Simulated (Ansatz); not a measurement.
NaCaCeBiO₆ — quadrupolar parameters

The cell is a Materials Project structure (computed, not necessarily an observed phase), taken as it stands.

```cif
data_NaCaCeBiO6
_symmetry_space_group_name_H-M 'P-4n2'
_symmetry_Int_Tables_number 118
_cell_length_a 5.8961
_cell_length_b 5.8961
_cell_length_c 8.6422
_cell_angle_alpha 90.000
_cell_angle_beta 90.000
_cell_angle_gamma 90.000
loop_
_atom_site_label
_atom_site_type_symbol
_atom_site_symmetry_multiplicity
_atom_site_Wyckoff_symbol
_atom_site_fract_x
_atom_site_fract_y
_atom_site_fract_z
Na Na 2 d 0.5000 0.0000 0.2500
Ca Ca 2 c 0.0000 0.5000 0.2500
Ce Ce 2 b 0.0000 0.0000 0.5000
Bi Bi 2 a 0.0000 0.0000 0.0000
O9 O 4 e 0.0000 0.0000 0.2453
O13 O 8 i 0.3213 0.1664 0.9835
```

One atom of each set is listed.

Level of theory: DFT, r2SCAN, plane waves and PAW, scalar-relativistic, 500 eV cutoff, Γ-centred 4×4×3 k-points, Fermi–Dirac smearing 0.02 eV (Ansatz 0.2.0).

Conventions: |V_zz| ≥ |V_yy| ≥ |V_xx|, η = (V_xx − V_yy)/V_zz, C_Q = eQV_zz/h.

Na-23: I = 3/2, Q = 104.0 mb; ⁴³Ca: I = 7/2, Q = -40.80 mb; ²⁰⁹Bi: I = 9/2, Q = -516.0 mb; 17O: I = 5/2, Q = -25.58 mb. Nuclear quadrupole moments: year-2017 set (Pyykkö).

| site | atoms | first shell | V_zz (10²¹ V/m²) | η | C_Q (MHz) |
| --- | --- | --- | --- | --- | --- |
| Na | 2 | 12 O at 2.72–3.40 Å | -0.83 | 0.94 | -2.09 |
| Ca | 2 | 8 O at 2.48–2.95 Å | 6.20 | 0.58 | -6.12 |
| Ce | 2 | 6 O at 2.20–2.24 Å | 0.84 | 0.00 | – |
| Bi | 2 | 6 O at 2.12–2.14 Å | -1.03 | 0.00 | 12.8 |
| O9 | 4 | 1 Bi at 2.12 Å, 1 Ce at 2.20 Å, angle 180°; also 2 Na at 2.95 Å, 2 Ca at 2.95 Å | 8.25 | 0.36 | -5.10 |
| O13 | 8 | 1 Bi at 2.14 Å, 1 Ce at 2.24 Å, 1 Ca at 2.48 Å, 1 Na at 2.72 Å | 9.41 | 0.26 | -5.82 |

An axis of threefold or higher order runs through Ce and Bi, so V_zz lies along it and η is zero. At O9 V_zz points along the line of its two bonds (within 1°). At O13 V_zz points along its shortest bond, to Bi (within 4°).

Ce has no stable isotope with a ground-state quadrupole moment in the table, so no C_Q is given.

At this cell the principal stresses reach 5 GPa in size with r2SCAN, which can matter for small gradients. The largest force is 0.5 eV/Å, so the atoms aren't at the calculated equilibrium and relaxing them would move these values. Spin–orbit coupling is left out, which shifts gradients on Bi by a few per cent, and by more where contributions nearly cancel. Where η is near 1 the sign of V_zz means little.
